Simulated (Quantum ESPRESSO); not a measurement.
## Mo3GaTi3Mg (input and log of a self-consistent run)

A calculation, not a measurement. The program is pw.x of Quantum ESPRESSO 7.5 (plane-wave density functional theory). The cell is made up: eight metal atoms on a hexagonal close-packed lattice, with elements, volume, strain and displacements drawn at random and not relaxed, so it may be unstable or far from any real phase. PseudoDojo standard norm-conserving files set the functional (PBE unless stated); there is no spin polarisation or spin-orbit coupling, the Fermi-Dirac width of 0.25 eV means electrons at about 2900 K, and the masses in the input are unused placeholders. A spin test at this wide smearing found no moment, but such smearing suppresses magnetism that the real alloy may have.

Input:

```
&control calculation='scf', pseudo_dir='./dojo.nc.sr.pbe.v0_5.standard.upf', outdir='./o', disk_io='minimal', tprnfor=.true., tstress=.true. /
&system ibrav=0, nat=8, ntyp=4, nbnd=67, ecutwfc=84.00895049, nosym=.true., tot_charge=0,
 occupations='smearing', smearing='fd', degauss=0.0183746611
/
&electrons conv_thr=1.470e-08, electron_maxstep=70, mixing_beta=0.5 /
ATOMIC_SPECIES
Ga 1.0 Ga.upf
Mg 1.0 Mg.upf
Mo 1.0 Mo.upf
Ti 1.0 Ti.upf
CELL_PARAMETERS angstrom
2.8427 -0.0284 0.0
1.446 -2.4761 -4.6589
1.3475 7.3714 -4.6589
ATOMIC_POSITIONS angstrom
Mo -0.0007 -0.073 0.0332
Mo 1.4695 2.4487 -4.7739
Mo 1.4539 -0.8252 -2.346
Ga 2.8413 1.5746 -6.9644
Ti 2.7881 4.918 -4.6775
Mg 2.9104 -0.0198 -4.6693
Ti 2.8059 1.5821 -2.2973
Ti 4.3016 4.0149 -7.0399
K_POINTS automatic
8 5 3 1 1 1
```

The log is shortened where brackets say so; the opening notice, blank lines, dates and the lines on written files are dropped, and the path of the files is cut. It prints rydbergs, bohrs and kilobars, and counts compression as positive stress. Its total energy is the free energy E - TS of the whole cell.

```
     Program PWSCF v.7.5
     Parallel version (MPI & OpenMP), running on       4 processor cores
     Number of MPI processes:                 4
     Threads/MPI process:                     1
     [start-up lines left out]
     bravais-lattice index     =            0
     lattice parameter (alat)  =       5.3722  a.u.
     unit-cell volume          =     880.0222 (a.u.)^3
     number of atoms/cell      =            8
     number of atomic types    =            4
     number of electrons       =       101.00
     number of Kohn-Sham states=           67
     kinetic-energy cutoff     =      84.0090  Ry
     charge density cutoff     =     336.0358  Ry
     scf convergence threshold =      1.5E-08
     mixing beta               =       0.5000
     number of iterations used =            8  plain     mixing
     Exchange-correlation= PBE
                           (   1   4   3   4   0   0   0)
     [axes and pseudopotential details left out]
   Cartesian axes
     site n.     atom                  positions (alat units)
         1        Mo     tau(   1) = (  -0.0002462  -0.0256785   0.0116785  )
         2        Mo     tau(   2) = (   0.5169123   0.8613564  -1.6792703  )
         3        Mo     tau(   3) = (   0.5114249  -0.2902729  -0.8252306  )
         4        Ga     tau(   4) = (   0.9994576   0.5538824  -2.4498021  )
         5        Ti     tau(   5) = (   0.9807440   1.7299590  -1.6453606  )
         6        Mg     tau(   6) = (   1.0237643  -0.0069649  -1.6424762  )
         7        Ti     tau(   7) = (   0.9870053   0.5565206  -0.8080998  )
         8        Ti     tau(   8) = (   1.5131338   1.4122840  -2.4763600  )
     number of k points=    60  Fermi-Dirac smearing, width (Ry)=  0.0184
                       cart. coord. in units 2pi/alat
        k(    1) = (   0.0627017   0.0198730  -0.0521207), wk =   0.0333333
        k(    2) = (   0.0607787  -0.1726041   0.0495797), wk =   0.0333333
     [further k points left out]
     Dense  grid:    91557 G-vectors     FFT dimensions: (  32,  64, 100)
     Estimated max dynamical RAM per process >     324.73 MB
     Estimated total dynamical RAM >       1.20 GB
     Initial potential from superposition of free atoms
     starting charge     100.9875, renormalised to     101.0000
     Starting wfcs are   74 randomized atomic wfcs
     total cpu time spent up to now is       10.6 secs
     per-process dynamical memory:   264.2 Mb
     Self-consistent Calculation
     iteration #  1     ecut=    84.01 Ry     beta= 0.50
     Davidson diagonalization with overlap
     ethr =  1.00E-02,  avg # of iterations =  2.3
     total cpu time spent up to now is       34.1 secs
     total energy              =   -1047.33025121 Ry
     estimated scf accuracy    <       3.56729990 Ry
     iteration #  2     ecut=    84.01 Ry     beta= 0.50
     Davidson diagonalization with overlap
     ethr =  3.53E-03,  avg # of iterations =  5.7
     total cpu time spent up to now is       63.8 secs
     total energy              =   -1047.26600954 Ry
     estimated scf accuracy    <      42.36601969 Ry
     iteration #  3     ecut=    84.01 Ry     beta= 0.50
     Davidson diagonalization with overlap
     ethr =  3.53E-03,  avg # of iterations =  6.0
     total cpu time spent up to now is       90.0 secs
     total energy              =   -1049.14712530 Ry
     estimated scf accuracy    <       6.55564866 Ry
     iteration #  4     ecut=    84.01 Ry     beta= 0.50
     Davidson diagonalization with overlap
     ethr =  3.53E-03,  avg # of iterations =  1.9
     total cpu time spent up to now is      109.3 secs
     total energy              =   -1049.46294510 Ry
     estimated scf accuracy    <       3.12362838 Ry
     iteration #  5     ecut=    84.01 Ry     beta= 0.50
     Davidson diagonalization with overlap
     ethr =  3.09E-03,  avg # of iterations =  1.0
     total cpu time spent up to now is      129.0 secs
     total energy              =   -1049.51377891 Ry
     estimated scf accuracy    <       1.17958818 Ry
     [iterations 6 to 17 left out]
     iteration # 18     ecut=    84.01 Ry     beta= 0.50
     Davidson diagonalization with overlap
     ethr =  1.46E-10,  avg # of iterations =  6.3
     total cpu time spent up to now is      440.7 secs
     total energy              =   -1049.51772947 Ry
     estimated scf accuracy    <       0.00000029 Ry
     iteration # 19     ecut=    84.01 Ry     beta= 0.50
     Davidson diagonalization with overlap
     ethr =  1.46E-10,  avg # of iterations =  2.6
     total cpu time spent up to now is      461.1 secs
     total energy              =   -1049.51772948 Ry
     estimated scf accuracy    <       0.00000025 Ry
     iteration # 20     ecut=    84.01 Ry     beta= 0.50
     Davidson diagonalization with overlap
     ethr =  1.46E-10,  avg # of iterations =  2.3
     total cpu time spent up to now is      480.9 secs
     total energy              =   -1049.51772949 Ry
     estimated scf accuracy    <       0.00000023 Ry
     iteration # 21     ecut=    84.01 Ry     beta= 0.50
     Davidson diagonalization with overlap
     ethr =  1.46E-10,  avg # of iterations =  1.0
     total cpu time spent up to now is      502.5 secs
     total energy              =   -1049.51772950 Ry
     estimated scf accuracy    <       0.00000007 Ry
     iteration # 22     ecut=    84.01 Ry     beta= 0.50
     Davidson diagonalization with overlap
     ethr =  6.71E-11,  avg # of iterations =  1.0
     total cpu time spent up to now is      521.9 secs
     End of self-consistent calculation
     [lines on levels left out]
!    total energy              =   -1049.51772950 Ry
     estimated scf accuracy    <          8.1E-09 Ry
     smearing contrib. (-TS)   =      -0.14294785 Ry
     internal energy E=F+TS    =   -1049.37478165 Ry
     The total energy is F=E-TS. E is the sum of the following terms:
     one-electron contribution =    -312.04119377 Ry
     hartree contribution      =     205.44346386 Ry
     xc contribution           =    -172.17112526 Ry
     ewald contribution        =    -770.60592649 Ry
     convergence has been achieved in  22 iterations
     Forces acting on atoms (cartesian axes, Ry/au):
     atom    1 type  3   force =     0.00053683    0.02518809   -0.01241221
     atom    2 type  3   force =     0.00027452    0.02952277    0.02556098
     atom    3 type  3   force =    -0.00143571   -0.01500618    0.00297734
     atom    4 type  1   force =     0.00171416   -0.01333783   -0.02409067
     atom    5 type  4   force =     0.00510694   -0.02851419    0.01655301
     atom    6 type  2   force =    -0.00524117   -0.00043363    0.01430709
     atom    7 type  4   force =    -0.00025482   -0.00243113   -0.03984943
     atom    8 type  4   force =    -0.00070077    0.00501211    0.01695389
     Total force =     0.081016     Total SCF correction =     0.000557
     Computing stress (Cartesian axis) and pressure
          total   stress  (Ry/bohr**3)                   (kbar)     P=       32.36
   0.00015216  -0.00002943  -0.00000017           22.38       -4.33       -0.03
  -0.00002943   0.00015406   0.00010493           -4.33       22.66       15.44
  -0.00000017   0.00010493   0.00035363           -0.03       15.44       52.02
     init_run     :      8.36s CPU      9.00s WALL (       1 calls)
     electrons    :    507.86s CPU    511.30s WALL (       1 calls)
     forces       :      3.22s CPU      3.22s WALL (       1 calls)
     stress       :      9.16s CPU      9.16s WALL (       1 calls)
     [timing details left out]
     PWSCF        :   8m50.42s CPU   8m54.58s WALL
     JOB DONE.
```

In other units: free energy -14279.416 eV for the cell, pressure 3.24 GPa, largest force component 1.025 eV/Å in size. The run took 536 s of wall time with four MPI processes on a shared machine (Intel Xeon, 2023 or later, virtual cores), so the time is rough. A rerun of this cell at a higher cutoff and on a denser mesh moved values by no more than 0.004 eV in energy, 0.03 GPa in stress and 0.007 eV/Å in force, and a second program with other atomic files agreed on that cell to 2 % rms in force and 0.5 GPa in pressure.